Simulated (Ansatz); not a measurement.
Bi (A7 type, space group R-3m)

```xyz
2
Lattice="2.2603 1.3050 4.0094 -2.2603 1.3050 4.0094 0.0000 -2.6099 4.0094" Properties=species:S:1:pos:R:3 pbc="T T T"
Bi     0.0000     0.0000     2.8111
Bi     0.0000     0.0000     9.2172
```

The slice is a (1 -1 0 2) plane (indices of the conventional cell) through the point (0.234, 0.234, 0.234) (fractional), spanned by u = [1 0 -1] and v = [010] in vectors of this cell: u (4.52 Å) and v (4.78 Å, at 90° to u). It covers one period; positions are fractions (u, v).

These are r2SCAN+rVV10 (plane waves to 500 eV, PAW, scalar-relativistic; Ansatz, a program for electronic structure) values and carry that method's errors. k mesh 13×13×13. Near the nuclei the fields are pseudised (PAW); where an atom keeps semicore shells as valence, they peak there. Bi was relaxed with its symmetry unable to fall. Spin-orbit coupling is left out, though Bi is heavy.

Sketch the electron localisation function (ELF) on this plane as a map.


```
v \ u  0.00  0.12  0.23  0.35  0.46  0.58  0.69  0.81  0.92
-----  ----  ----  ----  ----  ----  ----  ----  ----  ----
0.96      x  0.21  0.41  0.39  0.20  0.25  0.43  0.43     x
0.86   0.34  0.41  0.45  0.48  0.38  0.40  0.51  0.40  0.39
0.75   0.37  0.42  0.53  0.40  0.42  0.41  0.45  0.51  0.39
0.64   0.28  0.37  0.44  0.41     x  0.21  0.42  0.46  0.32
0.54   0.09  0.23  0.43  0.41     x     x  0.46  0.42  0.15
0.43   0.08  0.13  0.42  0.48  0.40  0.44  0.47  0.32  0.10
0.32   0.43  0.31  0.24  0.46  0.49  0.50  0.39  0.22  0.37
0.21   0.47  0.48  0.38  0.19  0.27  0.24  0.21  0.45  0.47
0.11   0.18  0.41  0.45  0.26  0.07  0.09  0.37  0.47  0.30
0.00      x  0.19  0.42  0.36  0.14  0.19  0.42  0.44     x
```

Values: electron localisation function (ELF). Points within 0.5 Å of a nucleus are blanked (x), as the pseudised field means little there.
